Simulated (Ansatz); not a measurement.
KF:
Space group Fm-3m (No. 225); a = b = c = 5.163 Å, α = β = γ = 90.00°

```
atom  site  symmetry       x       y       z
----  ----  --------  ------  ------  ------
K       4a      m-3m  0.0000  0.0000  0.0000
F       4b      m-3m  0.5000  0.5000  0.5000
```
(The calculation used a cell of 2 atoms; values per cell refer to that cell.)

Relaxed with LDA.

Decompose the optical modes at the zone centre into irreducible representations, and say which are infrared and Raman allowed.

Point group m-3m: Γ_opt = T1u. Infrared: T1u. Raman: none.

Assign frequencies (DFPT, DFT-LDA in the program Ansatz with PAW potentials; without the LO–TO term).

T1u 210 cm⁻¹.

The cell was relaxed with LDA under the symmetry of its start; phonons on a q-mesh show no instability.

Potentials: the later of the program's two PAW sets.
